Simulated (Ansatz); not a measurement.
Method: DFT PBE, scalar-relativistic, plane waves, PAW in Ansatz. Plane waves to 420 eV, a 10×10×6 mesh through Γ for the 5-atom cell and 0.10 eV Gaussian smearing; no spin polarisation.

Energies over the elements count from the elements' standard structures at the same level, with no fitted energy shifts.

Task: Propose a candidate for a tetragonal metal made of S and Zr, with a formation energy near −0.77 eV/atom and about 21 Å³ per atom, in a cell of 5 atoms.

Result: Zr2S3, space group P4/mmm (No. 123). Zr is surrounded by 4 S at 2.53 Å, 1 Zr at 2.94 Å, 1 Zr at 3.22 Å and 4 S at 3.32 Å; around S on a site of symmetry mmm lie 4 Zr at 2.53 Å, 4 S at 2.91 Å and 4 S at 3.70 Å; S on a site of symmetry 4/mmm is surrounded by 8 Zr at 3.32 Å and 8 S at 3.70 Å.

```yaml
crystal:
  lattice:
    - [4.11462, 0.00000, 0.00000]
    - [0.00000, 4.11462, 0.00000]
    - [0.00000, 0.00000, 6.15760]
  atoms:
    - { symbol: Zr, position: [0.50000, 0.50000, 0.73887] }
    - { symbol: Zr, position: [0.50000, 0.50000, 0.26113] }
    - { symbol: S, position: [0.00000, 0.50000, 0.50000] }
    - { symbol: S, position: [0.50000, 0.00000, 0.50000] }
    - { symbol: S, position: [0.00000, 0.00000, 0.00000] }
```

The volume per atom is 20.85 Å³ and the density is 4.44 g/cm³. The energy over the elements is −0.77 eV/atom and the gap on the 10×10×6 mesh of the 5-atom cell is 0 eV (a metal).

The cell was found from a structure generator's guess, not taken from experiment. Other answers may fit too; this one was computed.

The reference form of S is held partly by dispersion forces, which this level lacks. Symmetry constrained the relaxation, so the result can be a saddle point.
